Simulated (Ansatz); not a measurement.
## Fields on a plane of CaTiO3 (cubic perovskite)

```yaml
crystal:
  lattice:
    - [3.80438, 0.00000, 0.00000]
    - [0.00000, 3.80438, 0.00000]
    - [0.00000, 0.00000, 3.80438]
  atoms:
    - { symbol: Ca, position: [0.00000, 0.00000, 0.00000] }
    - { symbol: Ti, position: [0.50000, 0.50000, 0.50000] }
    - { symbol: O, position: [0.00000, 0.50000, 0.50000] }
    - { symbol: O, position: [0.50000, 0.50000, 0.00000] }
    - { symbol: O, position: [0.50000, 0.00000, 0.50000] }
```

The slice is a {110} plane (indices of the conventional cell) through the point (0.500, 0.500, 0.500) (fractional), spanned by u = [100] and v = [011] in vectors of this cell: u (3.80 Å) and v (5.38 Å, at 90° to u). It covers one period; positions are fractions (u, v).

Atoms on it: Ca at (0.50, 0.50); Ti at (0.00, 0.00); O at (0.50, 0.00).

Calculation: LDA (plane waves to 420 eV, PAW, scalar-relativistic; Ansatz, a program for electronic structure). k mesh 9×9×9. Inside the PAW spheres the values are not all-electron values, and peaks at nuclei hang on which shells count as valence. CaTiO3 is run without spin polarisation. CaTiO3 was relaxed with its symmetry unable to fall. The PAW data are Ansatz's earlier set. This is a high-temperature form of CaTiO3.

```
|9999775555668888886655557799|
|8877554444556677665544445577|
|5544332233334455443333223344|
|3333222222223333332222222233|
|2222221111111122111111112222|
|2222111111222233222211111122|
|1111111122445555554422111111|
|0000112244667777776644221100|
|0000002255778888887755220000|
|0000002255778899887755220000|
|0000002255778888887755220000|
|0000112244667777776644221100|
|1111111122445555554422111111|
|2222111111222233222211111122|
|2222221111111122111111112222|
|3333222222223333332222222233|
|5544332233334455443333223344|
|8877554444556677665544445577|
|9999775555668888886655557799|
|9999885555778899887755558899|
```
Scale: ten equal steps from -1.41 (start of '0') to 1.08 (end of '9'), in the order '0123456789'. Values: log₁₀ of the valence density in e/Å³. The map has 14 points along u (two characters each, u = 0 at the left) and 20 along v (v = 0 in the bottom row). The scale is logarithmic, as a density can span decades between atoms and voids.

```
v \ u  0.00  0.14  0.29  0.43  0.57  0.71  0.86
-----  ----  ----  ----  ----  ----  ----  ----
0.90      x     x   4.1     x     x   4.1     x
0.80   <1.0   4.2   7.8   8.5   8.5   7.8   4.2
0.70    9.3   8.5   5.6   1.3   1.3   5.6   8.5
0.60    9.5   7.2  <1.0     x     x  <1.0   7.2
0.50    9.0   5.7  <1.0     x     x  <1.0   5.7
0.40    9.5   7.2  <1.0     x     x  <1.0   7.2
0.30    9.3   8.5   5.6   1.3   1.3   5.6   8.5
0.20   <1.0   4.2   7.8   8.5   8.5   7.8   4.2
0.10      x     x   4.1     x     x   4.1     x
0.00      x     x  <1.0     x     x  <1.0     x
```

Values: electrostatic potential energy of an electron, from the cell's mean, in eV. Points within 0.8 Å of a nucleus are blanked (x), as the pseudised field means little there. Values under 1 eV are set to 1. The zero, the cell's mean, hangs on the PAW cores.

| Item | Result |
|---|---|
| Density on the Ti–O line (1.90 Å) at its midpoint | 0.86 e/Å³ |
| ELF at that point | 0.3 |
